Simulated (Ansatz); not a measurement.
# Surface calculation: hcp Be (0001), 5 layers

The slab is cut from the hcp crystal, the stable phase, as relaxed on PAW files (7.90 Å³/atom), with 16 Å of vacuum and a dipole correction:

```xyz
5
Lattice="2.2613 0.0000 0.0000 -1.1307 1.9583 0.0000 0.0000 0.0000 23.1380" Properties=species:S:1:pos:R:3 pbc="T T T"
Be    0.0000    0.0000    8.0000
Be    0.0000    1.3056    9.7845
Be    0.0000    0.0000   11.5690
Be    0.0000    1.3056   13.3535
Be    0.0000    0.0000   15.1380
```

All numbers are PBE results (scalar-relativistic) from Ansatz 0.2.0, with a Γ-centred 21×21×1 k mesh, Fermi–Dirac smearing of 0.05 eV, no spin polarisation. Methods: LAPW: all electrons, basis error target 1 meV/atom; PAW: frozen-core files, cutoff 420 eV.

The bulk energy comes from a cell in the slab's orientation on a 21×21×12 mesh. The surface energy is (E(slab) − N·E(bulk))/2A at zero smearing, the mean of both faces; thin slabs carry quantum-size effects.

Question: As cut, the LAPW slab lies 0.991 eV above 5 atoms of bulk. What surface energy is that?

Answer: Over two faces of 4.43 Å² it is 111.9 meV/Å², and times 16.02 J/m² per eV/Å² that gives γ = 1.793 J/m².

```json
{"method": "LAPW", "γ as cut (J/m²)": "1.793", "γ relaxed (J/m²)": "1.770", "Φ as cut (eV)": "5.35", "Φ relaxed (eV)": "5.37"}
```

Question: How do the spacings between the planes relax?

Answer: From the bottom face up: d12 +3.5 % of 1.785 Å, d23 +1.3 % of 1.785 Å, d34 +1.3 % of 1.785 Å, d45 +3.5 % of 1.785 Å.

Question: What changes if the images along the normal are cut off in place of the dipole correction?

Answer: LAPW then gives: no gap, work function 5.37 eV; PAW: no gap, work function 5.37 eV.

Question: A 1s core hole is made on one atom of each kind in every 1×1 cell (PAW hole dataset, neutral cell, valence without spin). What does it cost by layer?

Answer: layer 1 111.86 eV, layer 2 111.71 eV, layer 3 111.69 eV. Shifts between layers mean more than the absolute values, and a whole layer of holes screens otherwise than one hole.
